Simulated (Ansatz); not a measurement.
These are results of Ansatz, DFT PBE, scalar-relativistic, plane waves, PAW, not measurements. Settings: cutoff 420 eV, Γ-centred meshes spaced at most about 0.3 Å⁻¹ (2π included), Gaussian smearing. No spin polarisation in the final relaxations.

All energies are static (0 K, no zero-point motion).

Compare these two cells of Cd2HgS3, each relaxed at this level.

A.

```xyz
12
Lattice="4.2125 0.0000 0.0000 -2.1063 3.6482 0.0000 0.0000 0.0000 20.5663" Properties=species:S:1:pos:R:3 pbc="T T T"
Cd    2.1063    1.2161    3.4346
Cd    2.1063    1.2161   17.1226
Cd    0.0000    2.4321    6.8395
Cd    0.0000    2.4321   13.7177
Hg    2.1063    1.2161   10.2952
Hg    0.0000    2.4321    0.0121
S     2.1063    1.2161    6.0095
S     2.1063    1.2161   12.8914
S     2.1063    1.2161   19.6989
S     0.0000    2.4321    2.6083
S     0.0000    2.4321    9.4158
S     0.0000    2.4321   16.2926
```

B.

```xyz
6
Lattice="4.2083 0.0000 0.0000 -2.1042 3.6445 0.0000 0.0000 0.0000 10.2899" Properties=species:S:1:pos:R:3 pbc="T T T"
Cd    0.0000    0.0000    0.0167
Cd    2.1042    1.2148    3.4271
Hg    0.0000    2.4297    6.8520
S     0.0000    0.0000    7.7383
S     0.0000    2.4297    4.2619
S     2.1042    1.2148    0.8562
```

Problem. Which is lower in energy, and by how much?

Solution. They are level within the accuracy (under 1 meV/atom apart). A has Cd and Hg ordered on wurtzite sites, space group P6_3mc (No. 186), 26.3 Å³/atom and a gap of 0.42 eV on its mesh; B has Cd and Hg ordered on zinc blende sites, space group P3m1 (No. 156), 26.3 Å³/atom and a gap of 0.36 eV. Counting S atoms around Cd and Hg (those within 1.25 times the shortest such distance or 1.15 times the sum of covalent radii), A and B both have Cd 4, Hg 4. Both come from invented guesses.

These runs have no spin–orbit coupling, which can matter for Hg. Kohn–Sham gaps at this level usually fall short of measured ones. The missing spin–orbit coupling can work the other way here. With atoms moved at random, P3m1 came back. Other cells relaxed within their symmetry can be saddle points.
